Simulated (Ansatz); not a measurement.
Relaxed-ion elastic tensor of SrNbO$_{3}$ in space group Pnma (No. 62; Sr on 4c, Nb on 4b, O on 8d, O on 4c) in GPa (Voigt order), the program Ansatz at the PBEsol level (PAW); density 5.89 g/cm³, 12.88 Å³ per atom.

|  | 1 | 2 | 3 | 4 | 5 | 6 |
|---|---|---|---|---|---|---|
| 1 | 260 | 120 | 135 | 0.0 | 0.0 | 0.0 |
| 2 | 120 | 304 | 129 | 0.0 | 0.0 | 0.0 |
| 3 | 135 | 129 | 257 | 0.0 | 0.0 | 0.0 |
| 4 | 0.0 | 0.0 | 0.0 | 68.0 | 0.0 | 0.0 |
| 5 | 0.0 | 0.0 | 0.0 | 0.0 | 113 | 0.0 |
| 6 | 0.0 | 0.0 | 0.0 | 0.0 | 0.0 | 68.6 |

### Question
Is the crystal mechanically stable?

### Answer
Yes: the smallest eigenvalue of C is 68.0 GPa.

### Question
Work out the Voigt, Reuss and Hill averages.

### Answer
K_V = 176, K_R = 176, K_H = 176; G_V = 79.1, G_R = 75.4, G_H = 77.2 GPa.

### Question
Give Young's modulus, Poisson's ratio, Pugh's ratio and the universal anisotropy index.

### Answer
E = 9KG/(3K + G) = 202 GPa; ν = 0.31; K/G = 2.28 (ductile by the Pugh limit of 1.75); A_U = 5G_V/G_R + K_V/K_R − 6 = 0.24.

### Question
Estimate the sound speeds and the Debye temperature.

### Answer
v_l = √((K + 4G/3)/ρ) = 6880 m/s, v_t = √(G/ρ) = 3620 m/s, mean 4050 m/s; Θ = (h/k)(3n/4πV)^(1/3) v_m = 514 K.

### Question
Solve the Christoffel equation for the three sound speeds along x, y, z.

### Answer
Eigenvalues of C_ijkl n_j n_l equal ρv². In km/s, slowest first: x 3.41, 4.37, 6.64; y 3.40, 3.41, 7.18; z 3.40, 4.37, 6.61.

### Question
How much does each axis shrink under pressure?

### Answer
Linear compressibilities β_i = Σ_j S_ij (j = 1 to 3): x 2.1, y 1.6, z 2.0 per TPa.

The workflow started from a Materials Project entry (that database holds measured and hypothetical structures alike); the Crystallography Open Database files this formula in space group No. 62, but the cells were not matched. Whether it is the stable phase at ambient conditions was not checked. Symmetry was held in the PBEsol relaxation; its stability against distortions is not shown here. The run is not spin-polarised. As this level gives no gap, shear constants depend on the k-mesh and smearing (Fermi–Dirac, 0.1 eV here).

Potentials: the later of the program's two PAW sets.
